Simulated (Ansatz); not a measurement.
# MoPt, first-principles data

MoPt:
```xyz
2
Lattice="2.6997 0.0000 0.0000 0.0000 2.6997 0.0000 0.0000 0.0000 4.0901" Properties=species:S:1:pos:R:3 pbc="T T T"
Pt     0.0000     0.0000     0.0000
Mo     1.3499     1.3499     2.0451
```

Space group P4/mmm (No. 123), L1₀ or tetragonal B2; conventional cell a = b = 2.700 Å, c = 4.090 Å, α = β = γ = 90.00°.

Method: the program Ansatz at the PBEsol level (PAW). The cell and atoms are relaxed at this level. Other levels are named where they apply.

### Cell and energy

```
Item                                                          Result
-----------------------------------------------------  -------------
Volume per atom                                             14.91 Å³
Density                                                  16.21 g/cm³
Formation energy from the elements (no fitted shifts)  -0.29 eV/atom
```

### Electronic structure

```
Property                                                                     Value
------------------------------------  --------------------------------------------
Electronic character                                             metallic (no gap)
Density of states at the Fermi level  0.98 states/eV per atom (mean over ±0.08 eV)
Gap with spin–orbit coupling                                       none (metallic)
```

### Mechanics

```
Quantity                                                                                                 Result
--------------------------------------------  -----------------------------------------------------------------
Bulk modulus (Birch–Murnaghan fit)                                                                      300 GPa
Pressure derivative B′                                                                                      4.8
Elastic constants (relaxed ions, GPa)         C11 = 590, C12 = 103, C13 = 208, C33 = 491, C44 = 206, C66 = 75.9
Mechanical stability                                                     stable (all eigenvalues of C positive)
Hill bulk and shear moduli                                                                      301 and 160 GPa
Young's modulus                                                                                         409 GPa
Poisson's ratio                                                                                            0.27
Debye temperature from the elastic constants                                                              424 K
```

### Phonons

```
Property                                        Value
-----------------------------  ----------------------
Highest zone-centre frequency                5.69 THz
Zone-centre stability          no imaginary mode at Γ
```

The start of the workflow was typed in or built on a structure type; neither database checked (COD, Materials Project) lists it. Whether it is the stable phase at ambient conditions was not checked. Symmetry was held in the PBEsol relaxation. The run is not spin-polarised. As this level gives no gap, shear constants depend on the k-mesh and smearing (Fermi–Dirac, 0.1 eV here). As this level gives no gap, phonon frequencies hold no LO–TO term and depend on the k-mesh and smearing (Fermi–Dirac, 0.1 eV here). Axis ratios of metals converge slowly with the k-mesh, so a and c are less sure than the volume. The references are the lowest solids computed at this level, not always the standard phases. Spin–orbit coupling is left out wherever it is not named.

Potentials: the later of the program's two PAW sets.
